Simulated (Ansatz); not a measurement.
BaCd$_{2}$P$_{2}$:
```
BaCd2P2
1.0
    4.42313     0.00000     0.00000
   -2.21157     3.83054     0.00000
    0.00000     0.00000     7.59962
Ba Cd P
1 2 2
Direct
  0.00000   0.00000   0.00000
  0.66667   0.33333   0.36931
  0.33333   0.66667   0.63069
  0.66667   0.33333   0.73244
  0.33333   0.66667   0.26756
```

Relaxed with r²SCAN.

### Question
Map the electron localisation function on the plane through (0.000, 0.000, 0.000) spanned by u = [0, 0, 1] and v = [1, -1, 0] in lattice vectors, from the program Ansatz at the r²SCAN level (PAW).

### Answer
x is the fraction of u, y of v (the angle between them is 90°; rows are the nearest grid lines); atoms in the plane: Ba at (0.00, 0.00), Cd at (0.37, 0.67), Cd at (0.63, 0.33), P at (0.73, 0.67), P at (0.27, 0.33).
```
|  :#@@#-                       -#@@#:  |
|:-#@@@*:                       :*%@@#-:|
|#%@@@%=.                 ...   .-#@@@%#|
|@@@%+:    ........   ..:--===-:...=#%@@|
|--:.    ......:::....:-+*###%%#*=:...:-|
|       ....:::--::...-+*#%%%%%%%#+-.   |
|      ..:::=++*++=:..-*%%%*==*%@@@%*=. |
|:    ..:::=+#@@@#+-:.=#%%+    :%@@@%#=:|
|:    ..:::=+#@@@#+-:.=#%%+    :%@@@%#+:|
|.    ..:::-=+***+=:..=#%%%*=-+%@@@%#*-.|
|    .:--::..::--::..:-+#%%@@@@@@@%#+-. |
|   .:=+++=-:.........:-=+#%%%@%%%#+-.  |
|  .-+#%%%@%%%#+=-:.........:-=+++=:.   |
| .-+#%@@@@@@@%%#+-:..::--::..::--:.    |
|.-*#%@@@%+-=*%%%#=..:=+***+=-:::..    .|
|:+#%@@@%:    +%%#=.:-+#@@@#+=:::..    :|
|:=#%@@@%:    +%%#=.:-+#@@@#+=:::..    :|
| .=*%@@@%*==*%%%*-..:=++*++=:::..      |
|   .-+#%%%%%%%#*+-...::--:::....       |
|-:...:=*#%%###*+-:....:::......    .:--|
|@@%#=...:-===--:..   ........    :+%@@@|
|#%@@@#-.   ...                 .=%@@@%#|
|:-#@@%*:                       :*@@@#-:|
|  :#@@#-                       -#@@#:  |
```
Scale: ten equal steps from 0.000 (start of ' ') to 0.914 (end of '@'), in the order ' .:-=+*#%@'; x runs from 0.000 to 1.00, y from 0.000 (bottom) to 1.00 (top).

The density is the valence pseudo-density with augmentation charge, so density and ELF within about 1 Å of a nucleus are not all-electron values.

Space group P-3m1. The first step of the workflow began from a Materials Project structure, measured or hypothetical; the Crystallography Open Database copy checked does not list it. Whether it is the stable phase at ambient conditions was not checked. The cell was relaxed with r²SCAN under the symmetry of its start; whether a distortion lowers the energy is not shown. Scalar-relativistic: spin–orbit coupling is off unless named, which matters more the heavier the elements.

Potentials: the later of the program's two PAW sets.
